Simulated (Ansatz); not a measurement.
ScSiO:
```
CELL_PARAMETERS angstrom
      3.24459     0.00000     0.00000
      0.00000     3.24459     0.00000
      0.00000     0.00000     7.52586
ATOMIC_POSITIONS crystal
  Sc 0.00000 0.50000 0.66655
  Sc 0.50000 0.00000 0.33345
  Si 0.00000 0.00000 0.00000
  Si 0.50000 0.50000 0.00000
  O  0.50000 0.00000 0.61050
  O  0.00000 0.50000 0.38950
```

Relaxed with r²SCAN.

Give the Bader charges and basin volumes of the independent atoms, r²SCAN (plane waves, PAW; program Ansatz).



```json
[
 {"atom": "Sc1", "Bader charge (e)": "+1.88", "Bader volume (Å³)": "9.7"},
 {"atom": "Si3", "Bader charge (e)": "-0.46", "Bader volume (Å³)": "17.0"},
 {"atom": "O5", "Bader charge (e)": "-1.43", "Bader volume (Å³)": "13.0"}
]
```

Space group P4/nmm. The start of the workflow was typed in or built on a structure type; neither database checked (COD, Materials Project) lists it. Whether it is the stable phase at ambient conditions was not checked. The cell was relaxed with r²SCAN under the symmetry of its start; its stability against distortions is not shown here. No spin polarisation was allowed.

Potentials: the earlier of the program's two PAW sets.
